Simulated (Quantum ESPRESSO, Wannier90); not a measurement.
Wannierisation of C (C2/m)

```
begin unit_cell_cart
ang
    2.1273200000   -1.2282800000    0.0000000000
    2.1273200000    1.2282800000    0.0000000000
   -1.3790690000    0.0000000000    3.5028350000
end unit_cell_cart
begin atoms_frac
C   -0.1666400000 -0.1666400000  0.0000900000
C    0.1666400000  0.1666400000 -0.0000900000
end atoms_frac
```

Cell from Materials Project (mp-169), symmetrised, no further relaxation. Not found in the COD (Crystallography Open Database) copy used, which has the formula in other groups; not checked further. The atoms lie within 0.1 Å of the higher space group R-3m. Method: PBEsol plane waves in Quantum ESPRESSO 7.5 (PseudoDojo norm-conserving files, 66 Ry, no spin polarisation, no spin-orbit coupling), Bloch states on a 12×12×8 mesh through Γ, Wannier90 4.0.1. Density: 14×14×10 mesh, cold smearing 0.01 Ry. The cell is built of weakly bound layers, chains or molecules, whose nearest atoms lie 3.50 Å apart. Database cells relaxed without dispersion often hold them too far apart, which can enlarge gaps and weakens couplings between them; spacing and stacking were not compared with the measured crystal. The gap is small at this level and was sampled on the meshes and a path alone.

A tight-binding model is made by disentanglement and projection with no localisation steps (num_iter = 0), so the 8 orbitals stay atom-like: hydrogen-like C: s;p, axes along x, y, z; frozen window up to 1.70 eV relative to the valence-band maximum. It follows pw.x to 3.5 meV rms for states up to 1.2 eV relative to the valence-band maximum. Matrix elements depend on this choice of orbitals and windows.

Q: What are the on-site energies relative to the valence-band maximum, and how fast do the hoppings decay?

A: 
```tsv
atom	orbitals	energy (eV)
C1	s	0.75
C1	pz	0.55
C1	px py	3.02
C2	s	0.75
C2	pz	0.55
C2	px py	3.02
```

| distance of the centres (Å) | largest modulus (eV) |
|---|---|
| 1–2 | 7.2 |
| 2–3 | 1.4 |
| 3–4 | 0.23 |
| 4–5 | 0.12 |
| 5–6 | 0.049 |
| 6–7 | 0.020 |
| 7–8 | 0.0067 |
| 8–9 | 0.0026 |
| 9–10 | 0.0018 |
| 10–11 | 0.0015 |
| 11–12 | 0.0015 |
